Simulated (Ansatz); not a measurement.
Bi2Se3:
```xyz
5
Lattice="4.1377 0.0000 0.0000 -2.0688 3.5833 0.0000 0.0000 0.0000 40.0000" Properties=species:S:1:pos:R:3 pbc="T T F"
Se     0.0000     0.0000    20.0000
Bi     0.0000     2.3889    21.9439
Se     0.0000     2.3889    16.5042
Bi     2.0688     1.1944    18.0561
Se     2.0688     1.1944    23.4958
```
Free-standing layer in the xy plane with vacuum along z and no interaction between images.

Relaxed with r²SCAN+D4.

**Question.** All from the program Ansatz at the r²SCAN+D4 level (PAW), unless another level is named. Give the gap with spin–orbit coupling.

**Answer.** 0.60 eV.

**Question.** What about the electron effective mass with spin–orbit coupling, in the valley at Γ?

**Answer.** 0.16 mₑ.

**Question.** Next, the hole effective mass, in the valley off the standard path, at k = (-0.062, 0.250, 0.000)?

**Answer.** 1.0 along x, 0.64 along y (mₑ).

Space group P-3m1 (quintuple layer). A layer that has been made, often on a substrate. The cell was relaxed with r²SCAN+D4 under the symmetry of its start; whether a distortion lowers the energy is not shown. Spin–orbit coupling is left out wherever it is not named.

Potentials: the later of the program's two PAW sets.
